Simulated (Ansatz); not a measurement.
Mg2Si (fluorite or antifluorite type, space group No. 225) at seven volumes, PBE in the plane-wave PAW code Ansatz, scaled uniformly. One row is withheld.

```tsv
V (Å³/atom)	P (GPa)
19.554	6.16
20.198	3.79
20.843	1.75
21.487	-0.01
22.132	?
22.777	-2.81
23.421	-3.92
```

**Question.** Fit the shown pressures and predict the withheld one.

**Answer.** P = (3/2)B₀(x^(7/2) − x^(5/2))[1 + (3/4)(B′ − 4)(x − 1)] with x = (V₀/V)^(2/3). Least squares on the six rows gives V₀ = 21.485 Å³/atom, B₀ = 54.1 GPa, B′ = 4.03. At V = 22.132, x = 0.9804 and P = -1.51 GPa. The run itself gave -1.51 GPa.

Space group Fm-3m (fluorite or antifluorite type). The cell was relaxed with PBE under the symmetry of its start.

Potentials: the later of the program's two PAW sets.
